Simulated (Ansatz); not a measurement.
# Si3N4: pressure and gap against volume

A database entry relaxed whole under r2SCAN (I-43d):

```xyz
14
Lattice="-3.2211 3.2211 3.2211 3.2211 -3.2211 3.2211 3.2211 3.2211 -3.2211" Properties=species:S:1:pos:R:3 pbc="T T T"
Si    2.4158    3.2211   -1.6105
Si   -1.6105    2.4158    3.2211
Si    0.8053    3.2211    1.6105
Si    1.6105    0.8053    3.2211
Si    3.2211   -1.6105    2.4158
Si    3.2211    1.6105    0.8053
N     1.8117    1.8117    1.8117
N     0.2011   -0.2011    3.0200
N     1.4094    4.6305   -1.4094
N     3.0200    0.2011   -0.2011
N    -1.4094    1.4094    4.6305
N     0.2011    0.2011    0.2011
N     4.6305   -1.4094    1.4094
N    -0.2011    3.0200    0.2011
```

The cell was scaled uniformly, its shape held, and the atoms relaxed at each volume with plane-wave PAW DFT (Ansatz 0.2.0; r2SCAN, 500 eV, 6×6×6 Γ-centred mesh, fermi-dirac occupations of width 0.020 eV; no spin, no spin-orbit coupling). One row is withheld.

```json
{"volume (Å³/atom)": "8.976", "energy over the lowest (meV/atom)": "32.5", "pressure (GPa)": "18.99", "gap over mesh and path (eV)": "4.85"}
{"volume (Å³/atom)": "9.167", "energy over the lowest (meV/atom)": "14.1", "pressure (GPa)": "12.11", "gap over mesh and path (eV)": "4.82"}
{"volume (Å³/atom)": "9.358", "energy over the lowest (meV/atom)": "3.4", "pressure (GPa)": "5.81", "gap over mesh and path (eV)": "4.79"}
{"volume (Å³/atom)": "9.549", "energy over the lowest (meV/atom)": "0.0", "pressure (GPa)": "0.04", "gap over mesh and path (eV)": "4.74"}
{"volume (Å³/atom)": "9.740", "energy over the lowest (meV/atom)": "3.1", "pressure (GPa)": "-5.19", "gap over mesh and path (eV)": "4.65"}
{"volume (Å³/atom)": "9.931", "energy over the lowest (meV/atom)": "?", "pressure (GPa)": "?", "gap over mesh and path (eV)": "?"}
{"volume (Å³/atom)": "10.122", "energy over the lowest (meV/atom)": "26.7", "pressure (GPa)": "-14.32", "gap over mesh and path (eV)": "4.48"}
```

Fit the pressures of the other rows to the third-order Birch-Murnaghan form.

With f = [(V₀/V)^(2/3) − 1]/2 and P = 3B₀f(1 + 2f)^(5/2)[1 + 3(B₀′ − 4)f/2], least squares gives V₀ = 9.55 Å³ an atom, B₀ = 274 GPa and B₀′ = 3.6; the rows miss the fit by 0.02 GPa. The slope of the energies differs from these pressures by less than 0.05 GPa.

How does the gap move with volume?

It runs from 4.85 eV at the smallest volume to 4.48 eV at the largest, not along one parabola, so no one slope is given.

What does the withheld row hold?

The fit gives -9.96 GPa at 9.931 Å³; the run gave -9.97 GPa and 12.2 meV an atom. Its gap is 4.56 eV.

Caveats: the shape of the cell was held; 0 K, fixed nuclei; the symmetry was kept, and this need not be the phase that is stable at 0 K; one mesh for all volumes; r2SCAN gaps lie as a rule under measured ones; pressure is positive in compression.
